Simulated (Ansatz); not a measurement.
YPO$_{4}$:
```yaml
crystal:
  lattice:
    - [-3.45197, 3.45197, 3.01258]
    - [3.45197, -3.45197, 3.01258]
    - [3.45197, 3.45197, -3.01258]
  atoms:
    - { symbol: Y, position: [0.00000, 0.00000, 0.00000] }
    - { symbol: Y, position: [0.75000, 0.25000, 0.50000] }
    - { symbol: P, position: [0.25000, 0.75000, 0.50000] }
    - { symbol: P, position: [0.50000, 0.50000, 0.00000] }
    - { symbol: O, position: [0.16605, 0.34069, 0.82535] }
    - { symbol: O, position: [0.09069, 0.76534, 0.67465] }
    - { symbol: O, position: [0.51534, 0.34069, 0.17465] }
    - { symbol: O, position: [0.09069, 0.41605, 0.32535] }
    - { symbol: O, position: [0.58395, 0.90931, 0.67465] }
    - { symbol: O, position: [0.65931, 0.83395, 0.17465] }
    - { symbol: O, position: [0.23466, 0.90931, 0.32535] }
    - { symbol: O, position: [0.65931, 0.48466, 0.82535] }
```

Relaxed with r²SCAN. Special points in fractions of this cell's reciprocal vectors: Γ (0.000, 0.000, 0.000); X (0.000, 0.000, 0.500); M (-0.500, 0.500, 0.500); Z (0.440, 0.440, -0.440); Z0 (-0.440, 0.560, 0.440); P (0.250, 0.250, 0.250); N (0.000, 0.500, 0.000).

Task: List the band energies nearest the valence-band maximum at these points for r²SCAN in the plane-wave PAW code Ansatz.

Result: In eV from the valence-band maximum; about four levels below and three above (degenerate sets whole), none deeper than 8.9 eV; points with the same levels are listed once.

```csv
k,below,above
Γ,-0.52 -0.50 -0.50 0.00,6.82 6.89 7.63
X,-0.74 -0.74 -0.46 -0.46,6.69 6.69 7.78 7.78 7.79 7.79
M,-1.01 -1.01 -0.68 -0.68,7.38 7.38 8.00 8.00
Z,-1.13 -0.79 -0.55 -0.55,7.37 7.40 7.87 7.87
P,-0.93 -0.93 -0.45 -0.45,6.77 6.77 7.87 7.87
N,-0.82 -0.78 -0.20 -0.14,6.96 7.14 7.70
```

Space group I4_1/amd. The workflow started from a Materials Project entry (that database holds measured and hypothetical structures alike); the Crystallography Open Database files this formula in space group No. 141, but the cells were not matched. Whether it is the stable phase at ambient conditions was not checked. The cell was relaxed with r²SCAN under the symmetry of its start; whether a distortion lowers the energy is not shown. The run is not spin-polarised. Spin–orbit coupling is left out wherever it is not named.

Potentials: the later of the program's two PAW sets.
